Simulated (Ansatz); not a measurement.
The start is a generated cell, AlNi built in the AFLOW prototype AB_hP2_187_d_a (B_h, as in WC). A full variable-cell relaxation at zero pressure is run with PBE (plane waves to 420 eV, PAW, scalar-relativistic; Ansatz, an electronic-structure program). The first steps use a coarse 12×12×11 k-mesh.

Input geometry:
```yaml
crystal:
  lattice:
    - [3.08745, 0.00000, 0.00000]
    - [-1.54373, 2.67381, 0.00000]
    - [0.00000, 0.00000, 3.01320]
  atoms:
    - { symbol: Al, position: [0.00000, 0.00000, 0.00000] }
    - { symbol: Ni, position: [0.66667, 0.33333, 0.50000] }
```
Spin-polarised start, with parallel moments on Ni.

**Question.** What pressure does the first self-consistent step give?

**Answer.** +15.1 GPa (positive: the cell is compressed).

**Question.** By how much does the energy per atom fall from start to end?

**Answer.** 0.22 eV/atom.

**Question.** How does the volume per atom move from start to end?

**Answer.** +1.1 %, from 12.44 to 12.58 Å³/atom.

**Question.** How do the shortest distances between atoms change?

**Answer.** The closest pairs of elements (up to four, under 3.6 Å), start → end: Al–Ni 2.33 → 2.49 Å; Al–Al 3.01 → 2.76 Å; Ni–Ni 3.01 → 2.76 Å.

**Question.** Is the relaxed structure metallic? Give its gap.

**Answer.** No gap (metallic).

The space group stays P-6m2 (No. 187) (the run could not lower it), with 2 atoms in the primitive cell. Final values are on a 19×19×12 k-mesh of the relaxed cell. No spin polarisation in the result: the starting moments vanished. A magnetic state may lie lower.

The run could not lose the symmetry of its start: the end is stationary, and may be a saddle point rather than a minimum.

All atoms sit on sites fixed by symmetry, so only the cell could relax.

The relaxed structure here is a generated cell of AlNi: the first start was made by placing the elements on the sites of a structure type, and the end was not matched to a known phase here, so it may be hypothetical. Known forms of AlNi include space group No. 221.
